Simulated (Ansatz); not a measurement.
Cu (β-Sn type, space group No. 141) at seven volumes, plane-wave PAW r²SCAN (Ansatz code), shape and atoms relaxed at each. One row is withheld.

```
V (Å³/atom)  P (GPa)
-----------  -------
11.452         15.74
11.829          9.52
12.207             ?
12.584          0.00
12.962         -3.61
13.339         -6.61
13.717         -9.11
```

Fit the shown pressures and predict the withheld one.

P = (3/2)B₀(x^(7/2) − x^(5/2))[1 + (3/4)(B′ − 4)(x − 1)] with x = (V₀/V)^(2/3). Least squares on the six rows gives V₀ = 12.584 Å³/atom, B₀ = 131 GPa, B′ = 5.07. At V = 12.207, x = 1.0205 and P = 4.30 GPa. The run itself gave 4.33 GPa.

Space group I4_1/amd (β-Sn type). A made-up cell: these elements were put on the sites of a structure type; neither database checked (COD, Materials Project) lists it. It is not the phase usual at ambient conditions (space group No. 225). Symmetry was held in the r²SCAN relaxation; of distortions, only those at the zone centre were tested. The run is not spin-polarised.

Potentials: the later of the program's two PAW sets.
